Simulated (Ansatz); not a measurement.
**Diamond alloy of Si and Sn (12 of 64 Si sites exchanged), 64 atoms**

Ansatz, PAW, plane waves. PBEsol relaxation of volume and atoms (shape held) at the single k point (½, ½, ½); single points on the relaxed atoms at the Γ point alone, onto which points of the small cell's zone fold. Arrangement: unlike neighbours preferred. No spin–orbit coupling unless named.

Relaxed structure:

```cif
data_structure
_symmetry_space_group_name_H-M 'P 1'
_symmetry_Int_Tables_number 1
_cell_length_a 11.2831
_cell_length_b 11.2831
_cell_length_c 11.2831
_cell_angle_alpha 90.000
_cell_angle_beta 90.000
_cell_angle_gamma 90.000
_cell_volume 1436.44
loop_
_atom_site_label
_atom_site_type_symbol
_atom_site_fract_x
_atom_site_fract_y
_atom_site_fract_z
_atom_site_occupancy
Si1 Si 0.00041 0.99690 0.00092 1
Si2 Si 0.00104 0.00201 0.51538 1
Si3 Si 0.00483 0.50301 0.00171 1
Si4 Si 0.99451 0.50516 0.50319 1
Si5 Si 0.50195 0.00180 0.49802 1
Si6 Si 0.49832 0.50384 0.00594 1
Si7 Si 0.48836 0.50626 0.50376 1
Si8 Si 0.11742 0.11940 0.12690 1
Si9 Si 0.12743 0.12548 0.63105 1
Si10 Si 0.12489 0.62625 0.12325 1
Si11 Si 0.13034 0.61891 0.62225 1
Si12 Si 0.62136 0.12269 0.14002 1
Si13 Si 0.63245 0.11689 0.62258 1
Si14 Si 0.63388 0.62245 0.11770 1
Si15 Si 0.62362 0.62865 0.60830 1
Si16 Si 0.25568 0.24213 0.50685 1
Si17 Si 0.24414 0.75016 0.00244 1
Si18 Si 0.25554 0.74210 0.50722 1
Si19 Si 0.75241 0.24905 0.51349 1
Si20 Si 0.75522 0.74986 0.00251 1
Si21 Si 0.75065 0.75450 0.49430 1
Si22 Si 0.38265 0.38315 0.13252 1
Si23 Si 0.36560 0.38267 0.62134 1
Si24 Si 0.35929 0.87348 0.12626 1
Si25 Si 0.36866 0.88280 0.61873 1
Si26 Si 0.88716 0.38576 0.12783 1
Si27 Si 0.88341 0.36839 0.62400 1
Si28 Si 0.87281 0.87278 0.12330 1
Si29 Si 0.86845 0.87881 0.62039 1
Si30 Si 0.25107 0.00783 0.24744 1
Si31 Si 0.24581 0.99822 0.74750 1
Si32 Si 0.25661 0.51009 0.24505 1
Si33 Si 0.24547 0.49970 0.75065 1
Si34 Si 0.74456 0.99120 0.24693 1
Si35 Si 0.75585 0.99880 0.74763 1
Si36 Si 0.76042 0.50781 0.24451 1
Si37 Si 0.37624 0.12466 0.37608 1
Si38 Si 0.36642 0.11710 0.86431 1
Si39 Si 0.36826 0.62097 0.38245 1
Si40 Si 0.36510 0.61926 0.88493 1
Si41 Si 0.88498 0.11842 0.86710 1
Si42 Si 0.87412 0.62924 0.37433 1
Si43 Si 0.87822 0.62611 0.89218 1
Si44 Si 0.00043 0.25046 0.23634 1
Si45 Si 0.00412 0.24960 0.74847 1
Si46 Si 0.99282 0.74352 0.24255 1
Si47 Si 0.49317 0.24611 0.25096 1
Si48 Si 0.11458 0.38416 0.86677 1
Si49 Si 0.13276 0.88220 0.88270 1
Si50 Si 0.61340 0.38218 0.88450 1
Si51 Si 0.62944 0.88089 0.38070 1
Si52 Si 0.64595 0.87360 0.87508 1
Sn1 Sn 0.50013 0.99535 0.99861 1
Sn2 Sn 0.24657 0.25470 0.99847 1
Sn3 Sn 0.75315 0.25033 0.00422 1
Sn4 Sn 0.75019 0.50215 0.75105 1
Sn5 Sn 0.87526 0.12446 0.37369 1
Sn6 Sn 0.00208 0.75239 0.75285 1
Sn7 Sn 0.49821 0.25068 0.74476 1
Sn8 Sn 0.49989 0.74845 0.25302 1
Sn9 Sn 0.49935 0.75204 0.75156 1
Sn10 Sn 0.12798 0.37423 0.37266 1
Sn11 Sn 0.12431 0.87166 0.37722 1
Sn12 Sn 0.62521 0.37813 0.37755 1
```

What are the mean bond lengths by pair (pairs within 1.2 times the sum of covalent radii, less contacts 15 % beyond the pair's median; cation–cation pairs of compounds aside; long ionic contacts are cut short by that bound)?

Si–Si 2.380 ± 0.027 Å (standard deviation, 80 bonds); Si–Sn 2.556 ± 0.020 Å (standard deviation, 48 bonds).

What gap lies between the top filled and the lowest empty level in the single points?

HSE06 0.93 eV (4.1 min on 7 threads of Neoverse-V2). An indirect band minimum needn't fold onto Γ of this cell; where it doesn't, these gaps are too wide.
